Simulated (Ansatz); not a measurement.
IrW (Cmcm) was relaxed and computed twice in Ansatz (plane waves, PAW), once with PBE and once with PBEsol.

```tsv
	run 1	run 2
cell	a = 2.755 Å, b = 10.141 Å, c = 4.297 Å, α = 90.00°, β = 90.00°, γ = 90.00°	a = 2.783 Å, b = 10.232 Å, c = 4.341 Å, α = 90.00°, β = 90.00°, γ = 90.00°
ΔH_f (eV/atom)	-0.13	-0.13
```

Problem. Which run used which functional?

Solution. Run 1 is PBEsol, run 2 is PBE.

Typed or built starts, not in the databases checked: IrW, Cmcm (W on 4c, Ir on 4c). All cells were relaxed under the symmetry of their starts (and spin orders); stability against distortions was not tested throughout. Rows with no word on spin ran without spin polarisation. Scalar-relativistic: spin–orbit coupling is off unless named, which matters more the heavier the elements.

Potentials: the later of the program's two PAW sets.

Ansatz (an electronic-structure program) is a plane-wave DFT program.

Formation energies count from the lowest solids of the elements computed at the same level, not from gases.
